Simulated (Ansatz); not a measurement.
Ni (omega (AlB2-type)): energy against volume

Computed with DFT, r2SCAN, plane waves (500 eV) with PAW, scalar-relativistic (Ansatz). The PAW files were generated under PBE, with cores re-solved for the functional.

The cell is scaled uniformly from the relaxed one, with fractional coordinates and shape fixed. Energies are extrapolated to zero smearing, pressures are those at the given smearing. Magnetic state: spin not included. Spin polarisation is off; a magnetic state may lie lower.

A Birch-Murnaghan fit gives V₀ = 10.58 Å³/atom, B₀ = 221 GPa, B₀′ = 4.9.

Problem. What are the energy above the minimum and the pressure at 9.330 Å³/atom?

Solution. 129.5 meV/atom and 38.14 GPa as computed.

Problem. What are the energy above the minimum and the pressure at 9.754 Å³/atom?

Solution. 51.7 meV/atom and 22.34 GPa as computed.

Problem. What are the energy above the minimum and the pressure at 10.179 Å³/atom?

Solution. 11.2 meV/atom and 9.86 GPa as computed.
